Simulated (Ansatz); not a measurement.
## Calculated with Ansatz: RePt₂, settings compared

Input:

```yaml
crystal:
  lattice:
    - [0.0, 0.0, 3.90774522]
    - [2.74290782, 0.0, 0.0]
    - [1.37145391, 4.11136718, -1.95387211]
  atoms:
    - { symbol: Re, position: [0.0, 0.0, 0.0] }
    - { symbol: Pt, position: [0.353, 0.647, 0.706] }
    - { symbol: Pt, position: [0.647, 0.353, 0.294] }
  symmetry: { tolerance: 0.0003 }
kpoints:
  mp_grid: { grid: [7, 7, 7], shift: [0, 0, 0] }
magnetization:
  spin_polarized: false
scf:
  occupations: { method: gaussian, width: 0.0901 }
hamiltonian:
  pseudopotentials: { kind: paw }
  xc: r2scan
basis:
  ecutwfc: 500
output:
  forces: true
  stress: true
  eigenvalues: true
  write_density: true
  write_potential: true
  elf: true
  volumetric_format: npy
```

The command:

```bash
ansatz run input.yaml --threads 1 --pin off --max-ram 2560MiB --backend cpu --events-out ev --progress --plain --runs-dir out
```

Origin of the cell: a known structure type with other elements, at an estimated volume, so it need not be a known compound.

Output of this run (shortened):

```
SCF iter   1: F=—  HF=-35954.115400 eV  Δρ=1.79e-2  dr2=1.45e-1  dr2_τ=1.14e-1
SCF iter   2: F=—  HF=-35954.143231 eV  Δρ=7.48e-3  dr2=1.15e-2  dr2_τ=9.85e-3  defer=59
SCF iter   3: F=—  HF=-35954.145982 eV  Δρ=3.99e-3  dr2=3.18e-3  dr2_τ=2.85e-4  defer=59
SCF iter   4: F=—  HF=-35954.147106 eV  Δρ=6.12e-4  dr2=9.85e-5  dr2_τ=1.62e-5  defer=59
SCF iter   5: F=—  HF=-35954.147166 eV  Δρ=1.57e-4  dr2=1.32e-5  dr2_τ=1.19e-6  defer=59
SCF iter   6: F=—  HF=-35954.147172 eV  Δρ=4.25e-5  dr2=9.28e-7  dr2_τ=5.23e-8  defer=59
SCF iter   7: F=—  HF=-35954.147173 eV  Δρ=1.51e-5  dr2=1.24e-7  dr2_τ=6.99e-9
SCF iter   8: F=-35954.147173 eV  HF=-35954.147173 eV  Δρ=3.62e-6  dr2=5.41e-9  dr2_τ=7.48e-10
SCF 1 converged in 8 iterations: F = -35954.147173 eV  dr2 = 5.41e-9
SCF converged after 8 iterations
Free energy (F): -35954.147173 eV
Harris-Foulkes:  -35954.147173 eV  (|F-HF|=1.72e-9)
Internal energy: -35954.137858 eV  (E = F + TS)
E sigma→0 (E₀):  -35954.142516 eV
Entropy (-TS):   -0.009315 eV (-3.105 meV/atom)
Fermi energy:    24.604981 eV
--- Per-component energies (eV) ---
  E_band       = -363.343301
  E_kinetic    = 1821.953729
  E_local      = -3745.744843  (includes V_loc(G=0)·N_el)
  E_nonlocal   = 452.016448
  E_hartree    = 1402.377119
  E_xc         = -889.638501
  E_vxc        = -1019.697579  (∫ρ·V_xc dr)
  E_paw        = -27649.086377  (= ΣΔE_a)
  E_vpaw       = -737.841786  (= ΣTr[D̂ρ^β])
  E_aug_tail   = 0.000252  (compensation charges beyond the density's cutoff)
  E_vtau       = 61.219123  (kinetic-family band-sum trace: ∫τ·v_τ [+ j·A + Jᵃ·Aᵃ] dr)
  E_ewald      = -7345.081826
  E_core_change = -0.933860  (= ΣΔE_core)
  E_smearing   = -0.009315  (= −TS)
  Σ components = -35954.147173   (vs F -35954.147173, Δ=0.00e0)
--- Forces (eV/Å), atoms counted from 1 ---
  atom   1  Re    -0.000000     0.000000    -0.000000
  atom   2  Pt    -0.000000    -4.694745    -0.000000
  atom   3  Pt     0.000000     4.694745     0.000000
  max |Σ_I F_I| component: 8.88e-16 eV/Å
--- Stress (GPa, compression-positive) ---
        8.680721       0.000000       0.000000
        0.000000      25.814660       0.000001
        0.000000       0.000001       7.114397
  P = ⅓ Tr σ = 13.8699 GPa (138.699 kbar)
```

The same input was run again with these changes:

1. `accuracy` default → low
2. `kpoints.mp_grid.grid` [7, 7, 7] → [5, 5, 5]; `hamiltonian.dispersion` default → d4
3. `hamiltonian.hubbard` default → { sites: [{ species: Re, l: d, u_eff: 2.0 }], double_counting: fll }; `scf.occupations.width` 0.0901 → 0.05
4. `scf.algorithm` default → density_mixing; `hamiltonian.hubbard` default → { sites: [{ species: Pt, l: d, u_eff: 4.0 }], double_counting: fll }; `basis.ecutwfc` 500 → "300 eV"

| run | end | SCF iterations | P (GPa) | max force component (eV/Å) | moment (μB) | ΔE(σ→0) (meV/atom) |
| --- | --- | --- | --- | --- | --- | --- |
| base | converged | 8 | 13.87 | 4.695 | – | 0 |
| 1 | converged | 8 | 13.87 | 4.695 | – | 0.00 |
| 2 | converged | 8 | 11.05 | 4.815 | – | – |
| 3 | converged | 9 | 13.41 | 4.627 | – | – |
| 4 | converged | 9 | 15.97 | 4.863 | – | – |

Energies are compared only where functional, datasets, charge and starting cell are the same.

Not properties of the system: run 2 (too coarse or loose: `kpoints.mp_grid.grid` = [5, 5, 5]), run 4 (too coarse or loose: `basis.ecutwfc` = "300 eV").

Caveats of the base run: no moments, though an odd count or open d shells may carry them; no spin-orbit coupling, though heavy elements are present; the k mesh is coarse if the cell is a metal.

Run 4: the cutoff lies below the datasets' advice.

The base run ran for 13 s on 1 thread of Intel(R) Xeon(R) 6975P-C (Granite Rapids) (shared host), peak memory 0.51 GiB, from the program's own first density.
